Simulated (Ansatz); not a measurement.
TiRh$_{3}$:
Space group Pm-3m (No. 221); a = b = c = 3.771 Å, α = β = γ = 90.00°

| atom | site | symmetry | x | y | z |
|---|---|---|---|---|---|
| Ti | 1a | m-3m | 0.0000 | 0.0000 | 0.0000 |
| Rh | 3c | 4/mm.m | 0.0000 | 0.5000 | 0.5000 |

Relaxed with LDA.

**Question.** Which orbitals make up the states near the Fermi level in plane-wave PAW LDA (Ansatz code)?

**Answer.** Within 0.5 eV of the Fermi level: Rh 4d 67 %, Ti 3d 18 %, Ti 4s 6 %. Projections are on Löwdin-orthogonalised atomic valence shells; empty p or d shells of many metals are not among them.

**Question.** Tabulate the density of states.

**Answer.** States/eV per cell of 4 atoms, in 0.25 eV bins, energy from the Fermi level.

```
E (eV)  total  Rh 4d  Ti 3d  Rh 5s
------  -----  -----  -----  -----
-7.75    0.00   0.00   0.00   0.00
-7.50    0.06   0.00   0.00   0.04
-7.25    0.15   0.00   0.00   0.09
-7.00    0.21   0.01   0.00   0.13
-6.75    0.27   0.01   0.00   0.17
-6.50    0.34   0.02   0.00   0.21
-6.25    0.42   0.04   0.00   0.26
-6.00    0.65   0.18   0.00   0.32
-5.75    1.05   0.45   0.02   0.41
-5.50    3.15   1.94   0.22   0.75
-5.25    4.99   3.55   0.39   0.81
-5.00    5.99   4.67   0.48   0.53
-4.75    8.29   6.36   0.67   0.67
-4.50    7.16   5.81   0.54   0.48
-4.25    5.53   4.64   0.41   0.30
-4.00    4.76   4.15   0.32   0.14
-3.75    3.72   3.29   0.24   0.08
-3.50    4.98   4.35   0.33   0.18
-3.25    5.10   4.44   0.38   0.15
-3.00    4.81   4.12   0.32   0.21
-2.75    5.40   4.57   0.35   0.30
-2.50    4.68   3.95   0.24   0.32
-2.25    4.93   4.05   0.44   0.29
-2.00    8.34   7.03   0.92   0.23
-1.75    6.28   4.93   0.86   0.35
-1.50    5.31   4.20   0.68   0.31
-1.25    6.26   5.13   0.74   0.23
-1.00    6.73   5.70   0.65   0.18
-0.75    3.90   3.21   0.39   0.13
-0.50    3.72   2.87   0.47   0.13
-0.25    4.92   3.21   0.94   0.24
0.00     3.40   2.09   0.74   0.15
0.25     2.30   1.54   0.40   0.10
0.50     2.21   1.67   0.29   0.07
0.75     2.84   2.42   0.26   0.05
1.00     1.94   1.62   0.22   0.03
1.25     1.01   0.71   0.23   0.03
1.50     3.51   0.87   2.46   0.09
1.75     8.05   1.86   5.80   0.16
2.00     6.06   1.56   3.97   0.23
2.25     4.54   1.29   2.96   0.17
2.50     5.87   1.90   3.49   0.34
2.75     3.63   1.10   2.05   0.31
```

The workflow started from a Materials Project entry (that database holds measured and hypothetical structures alike); the Crystallography Open Database files this formula in space group No. 221, but the cells were not matched. Its standing as an ambient phase is unchecked. The LDA relaxation kept the symmetry of its start; of distortions, only those at the zone centre were tested. The run is not spin-polarised. Scalar-relativistic: spin–orbit coupling is off unless named, which matters more the heavier the elements.

Potentials: the later of the program's two PAW sets.
